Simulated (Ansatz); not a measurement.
MgF₂:
```yaml
crystal:
  lattice:
    - [4.64209, 0.00000, 0.00000]
    - [0.00000, 4.64209, 0.00000]
    - [0.00000, 0.00000, 3.05601]
  atoms:
    - { symbol: Mg, position: [0.50000, 0.50000, 0.50000] }
    - { symbol: Mg, position: [0.00000, 0.00000, 0.00000] }
    - { symbol: F, position: [0.69658, 0.69658, 0.00000] }
    - { symbol: F, position: [0.30342, 0.30342, 0.00000] }
    - { symbol: F, position: [0.80342, 0.19658, 0.50000] }
    - { symbol: F, position: [0.19658, 0.80342, 0.50000] }
```

Relaxed with HSE06.

Question: Give the Bader charges and basin volumes of the independent atoms, HSE06 in the plane-wave PAW code Ansatz.

Answer: 

```csv
atom,Bader charge (e),Bader volume (Å³)
Mg1,+1.79,4.5
F3,-0.90,14.2
```

Space group P4_2/mnm (rutile). The HSE06 relaxation kept the symmetry of its start.

Potentials: the earlier of the program's two PAW sets. The files were generated under PBE; for other functionals the program regenerates the frozen cores, and for LDA and PBEsol the local potential too.
